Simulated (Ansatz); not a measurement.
HgS:
```
HgS
1.0
    4.16168     0.00000     0.00000
   -2.08084     3.60412     0.00000
    0.00000     0.00000     9.50325
Hg S
3 3
Cartesian
  2.96922   0.00000   6.33550
 -1.48461   2.57142   3.16775
  0.59623   1.03270   0.00000
  2.07555   0.00000   1.58387
 -1.03778   1.79748   7.91937
  1.04306   1.80664   4.75162
```

Relaxed with PBE+D3(BJ). 

**Question.** HSE06 on this cell (Ansatz, a program for electronic structure, PAW) gives a gap of 2.06 eV. What does PBE+D3(BJ) give?

**Answer.** 1.25 eV.

Cost on shared cores: the PBE+D3(BJ) run (SCF on a 8×8×3 mesh, then bands and DOS) roughly 4 core-minutes, the HSE06 run (SCF on 5×5×2, then a few points) about 8 core-minutes (a rough figure); the tasks are unlike.

Space group P3_221. The cell was relaxed with PBE+D3(BJ) under the symmetry of its start; of distortions, only those at the zone centre were tested. Spin–orbit coupling is left out wherever it is not named.

Potentials: the later of the program's two PAW sets.

Ansatz is a plane-wave DFT program.
